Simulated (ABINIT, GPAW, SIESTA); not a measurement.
# GaGe3: programs and potentials compared

```
CELL_PARAMETERS angstrom
0.00000 3.38717 3.38717
3.38717 0.00000 3.38717
3.38717 3.38717 0.00000
ATOMIC_POSITIONS crystal
Ge 0.50734 0.50116 0.49465
Ge 0.75945 0.75176 0.74618
Ge 0.24907 0.25508 0.25198
Ga 0.00983 0.98232 0.01066
```

The cell comes from a database or a generator and needn't be the stable form of this composition.

Atoms were shifted at random by some hundredths of an Å from the given cell, which wasn't relaxed again for these runs.

Alike in all runs: task single point; functional PBE; k mesh 7 × 7 × 7; occupations fermi-dirac, width 0.05 eV; no spin polarisation; no spin-orbit coupling. Pressure is positive in compression and, in plane waves, holds the error of the finite cutoff.

| program and potentials | plane-wave cutoff (eV) | notes | pressure (GPa) | largest force (eV/Å) | energy over the undisturbed cell (meV/atom) |
| --- | --- | --- | --- | --- | --- |
| GPAW, GPAW PAW data sets (gpaw-data 1.2.1) | 600 | 3.75 valence electrons an atom on average | -0.67 | 0.184 | 2.28 |
| SIESTA, files PseudoDojo sr-pbe-0.4.1-standard, DZP (energy shift 0.003 Ry; two zetas on semicore shells) | - | atomic basis; 13.75 valence electrons an atom on average | 1.00 | 0.218 | 2.72 |
| ABINIT, JTH PAW PBE v2.0 | 599 | 13.75 valence electrons an atom on average | -0.78 | 0.175 | 2.18 |

Force on atom 4 (Ga), eV/Å:

| program and potentials | x | y | z |
| --- | --- | --- | --- |
| GPAW, GPAW PAW data sets (gpaw-data 1.2.1) | 0.055 | -0.127 | 0.121 |
| SIESTA, files PseudoDojo sr-pbe-0.4.1-standard, DZP (energy shift 0.003 Ry; two zetas on semicore shells) | 0.062 | -0.150 | 0.145 |
| ABINIT, JTH PAW PBE v2.0 | 0.052 | -0.121 | 0.115 |

The pressure spans -0.78 (ABINIT, JTH PAW PBE v2.0) to 1.00 GPa (SIESTA, files PseudoDojo sr-pbe-0.4.1-standard, DZP (energy shift 0.003 Ry; two zetas on semicore shells)). Rows in atomic bases carry the error of their basis and grid, which can be large.

Differences between rows come from potentials, basis sets and numerical settings, since the functional is the same but for its coding. Runs on potential files found faulty are left out.
